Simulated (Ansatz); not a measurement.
Starting cell, SiC (wurtzite):

```
SiC
1.0
    3.09195     0.00000     0.00000
   -1.54598     2.67771     0.00000
    0.00000     0.00000     5.07427
Si C
2 2
Cartesian
  1.54598   0.89257   0.00264
  0.00000   1.78514   2.53977
  1.54598   0.89257   3.16980
  0.00000   1.78514   0.63266
```

In each cell atom 4 (C, nearest neighbour Si at 1.893 Å; its periodic images, 3.1 Å or more away, move with it) moves by s·(0.577, 0.577, 0.577) (along Cartesian [111]), the rest being held.

Calculation: PBE (plane waves to 420 eV, PAW, scalar-relativistic; Ansatz, a program for electronic structure). k mesh 10×10×5 (Γ-centred), Fermi-Dirac smearing 0.05 eV. Energies are smeared free energies. Left out: 1 of 11 points, with atoms too close for the PAW data. SiC was relaxed with its symmetry unable to fall. ΔE is measured from the undisplaced structure.

```json
[
 {"s (Å)": "-0.456", "ΔE (meV/cell)": "3287"},
 {"s (Å)": "-0.342", "ΔE (meV/cell)": "1634"},
 {"s (Å)": "-0.228", "ΔE (meV/cell)": "648"},
 {"s (Å)": "-0.114", "ΔE (meV/cell)": "146"},
 {"s (Å)": "0.000", "ΔE (meV/cell)": "0"},
 {"s (Å)": "0.114", "ΔE (meV/cell)": "120"},
 {"s (Å)": "0.228", "ΔE (meV/cell)": "withheld"},
 {"s (Å)": "0.342", "ΔE (meV/cell)": "896"},
 {"s (Å)": "0.456", "ΔE (meV/cell)": "1458"},
 {"s (Å)": "0.570", "ΔE (meV/cell)": "2085"}
]
```

Problem. Fit a polynomial form (powers 2, 3, 4) to the given rows and predict ΔE at s = 0.228.

Solution. Least squares on the 9 given rows: ΔE = (10290)·s² + (-9644)·s³ + (5062)·s⁴, in meV/cell with s in Å; root-mean-square residual 12.2 meV/cell. At 0.228 the fit gives 434 meV/cell; the calculation gives 436 meV/cell, so the interpolation is off by -2 (-0.5 %). The quadratic term alone would give 535 meV/cell.

(For displaced atoms, the force is minus the slope of the energy, and its curvature is a force constant, which sets phonon frequencies.)
